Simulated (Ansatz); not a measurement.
Geometry optimisation in Ansatz: input, command and trajectory.

```yaml
crystal:
  lattice:
    - [3.1773162371, 0.0, 0.0]
    - [-1.5886581185, 2.7516365772, 0.0]
    - [0.0, 0.0, 12.8195908909]
  atoms:
    - { symbol: W, position: [0.3333333333, 0.6666666667, 0.25] }
    - { symbol: W, position: [0.6666666667, 0.3333333333, 0.75] }
    - { symbol: S, position: [0.3333333333, 0.6666666667, 0.6265042515] }
    - { symbol: S, position: [0.6666666667, 0.3333333333, 0.1265042515] }
    - { symbol: S, position: [0.3333333333, 0.6666666667, 0.8734957485] }
    - { symbol: S, position: [0.6666666667, 0.3333333333, 0.3734957485] }
basis:
  ecutwfc: 420
kpoints:
  mp_grid: { grid: [12, 12, 4] }
hamiltonian:
  xc: pbesol
scf:
  occupations: { method: gaussian, width: 0.02 }
output:
  forces: true
  stress: true
  eigenvalues: true
relax:
  adjacent_minimum: "off"
  f_tol: 0.01
  max_steps: 30
  cell: { stress_tol: 0.1, fix: [volume] }
```

```bash
ansatz run input.yaml --threads 2 --pin off --max-ram 5120MiB --backend cpu --events-out ev --progress --plain --runs-dir out
```

Level of theory: DFT PBEsol, scalar-relativistic, plane waves, PAW in Ansatz.

The volume is held at 1.03 times that of the relaxed cell.

Of 5 frames 4 are shown, positions in Å and forces in eV/Å; the SCF threshold varies from step to step. Steps run on the plane waves of an earlier cell, with a Pulay correction in the pressure. The basis is chosen afresh for the last frame, the zero of the energies, and at times for earlier ones too; energy and pressure can step there, also at an unchanged geometry. Where two frames share a geometry here, they differ by under 2 meV/atom and 0.3 GPa.

```xyz
6
Lattice="3.1773 0.0000 0.0000 -1.5887 2.7516 0.0000 0.0000 0.0000 12.8196" Properties=species:S:1:pos:R:3:forces:R:3 pbc="T T T" step=1 free_energy_over_end_meV_per_atom=7.32 pressure_GPa=-4.58
W     0.0000    1.8344    3.2049    0.0000    0.0000    0.0000
W     1.5887    0.9172    9.6147    0.0000    0.0000    0.0000
S     0.0000    1.8344    8.0315    0.0000    0.0000    0.5176
S     1.5887    0.9172    1.6217    0.0000    0.0000    0.5176
S     0.0000    1.8344   11.1979    0.0000    0.0000   -0.5176
S     1.5887    0.9172    4.7881    0.0000    0.0000   -0.5176
6
Lattice="3.1426 0.0000 0.0000 -1.5713 2.7215 0.0000 0.0000 0.0000 13.1046" Properties=species:S:1:pos:R:3:forces:R:3 pbc="T T T" step=2 free_energy_over_end_meV_per_atom=0.96 pressure_GPa=1.19
W     0.0000    1.8144    3.2762    0.0000    0.0000    0.0000
W     1.5713    0.9072    9.8285    0.0000    0.0000    0.0000
S     0.0000    1.8144    8.2699    0.0000    0.0000   -0.2230
S     1.5713    0.9072    1.7176    0.0000    0.0000   -0.2230
S     0.0000    1.8144   11.3870    0.0000    0.0000    0.2230
S     1.5713    0.9072    4.8347    0.0000    0.0000    0.2230
6
Lattice="3.1476 0.0000 0.0000 -1.5738 2.7259 0.0000 0.0000 0.0000 13.0630" Properties=species:S:1:pos:R:3:forces:R:3 pbc="T T T" step=3 free_energy_over_end_meV_per_atom=0.04 pressure_GPa=-0.44
W     0.0000    1.8173    3.2658    0.0000    0.0000    0.0000
W     1.5738    0.9086    9.7973    0.0000    0.0000    0.0000
S     0.0000    1.8173    8.2279    0.0000    0.0000    0.0369
S     1.5738    0.9086    1.6964    0.0000    0.0000    0.0369
S     0.0000    1.8173   11.3666    0.0000    0.0000   -0.0369
S     1.5738    0.9086    4.8351    0.0000    0.0000   -0.0369
6
Lattice="3.1494 0.0000 0.0000 -1.5747 2.7275 0.0000 0.0000 0.0000 13.0478" Properties=species:S:1:pos:R:3:forces:R:3 pbc="T T T" step=5 free_energy_over_end_meV_per_atom=0.00 pressure_GPa=-0.35
W     0.0000    1.8183    3.2620    0.0000    0.0000    0.0000
W     1.5747    0.9092    9.7859    0.0000    0.0000    0.0000
S     0.0000    1.8183    8.2191    0.0000    0.0000   -0.0012
S     1.5747    0.9092    1.6952    0.0000    0.0000   -0.0012
S     0.0000    1.8183   11.3527    0.0000    0.0000    0.0012
S     1.5747    0.9092    4.8288    0.0000    0.0000    0.0012
```

Time: 13 s on 2 threads of Intel(R) Xeon(R) 6975P-C (Granite Rapids), on a shared host, peak memory 0.53 GiB.

Spin–orbit coupling is left out, which can shift energies with elements as heavy as these. The cell holds layers, and where no dispersion correction was added their binding is poorly described.